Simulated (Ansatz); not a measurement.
This Ce2HfO6 structure is the end of a relaxation. The cell was found from a structure generator's guess, not taken from experiment.

All numbers below come from Ansatz 0.2.0, DFT PBE, scalar-relativistic, plane waves, PAW. Cutoff 420 eV, Γ-centred mesh, Gaussian smearing, no spin polarisation.

```
Ce Hf O
1.0
    -1.88462    1.88462    8.04835
     1.88462   -1.88462    8.04835
     1.88462    1.88462   -8.04835
Ce Hf O
2 1 6
Direct
  0.66397 0.66397 0.00000
  0.33603 0.33603 0.00000
  0.00000 0.00000 0.00000
  0.07726 0.57726 0.50000
  0.75000 0.25000 0.50000
  0.42274 0.92274 0.50000
  0.25000 0.75000 0.50000
  0.92274 0.42274 0.50000
  0.57726 0.07726 0.50000
```

Q: Find its symmetry and describe it.

A: I4/mmm (No. 139), with Ce and Hf ordered on fluorite sites. Conventional cell: a = 3.769 Å, c = 16.097 Å. Ce has 8 O at 2.34–2.35 Å, 4 Hf at 3.75 Å and 8 Ce at 3.77–3.84 Å; Hf is surrounded by 8 O at 2.26 Å, 8 Ce at 3.75 Å and 4 Hf at 3.77 Å; around O on a site of symmetry 2mm lie 2 Hf at 2.26 Å, 2 Ce at 2.35 Å, 1 O at 2.49 Å and 5 O at 2.67–2.78 Å; around O on a site of symmetry -4m2 lie 4 Ce at 2.34 Å and 6 O at 2.67–2.78 Å.

Q: Is it a metal?

A: No, the gap on the 10×10×10 mesh is 1.85 eV.

The last run used a 10×10×10 mesh for its 9-atom cell and Gaussian smearing of 0.02 eV. Spin–orbit coupling, which can matter for Hf, is left out. Kohn–Sham gaps at this level usually fall short of measured ones. The 4f shell of Ce is treated without a Hubbard U, which places its levels poorly. A structure relaxed within its symmetry needn't be a true minimum. Another cell of Ce2HfO6 relaxed alike, in P-3m1, lies 16 meV/atom lower, so this cell isn't the stable form at this level.
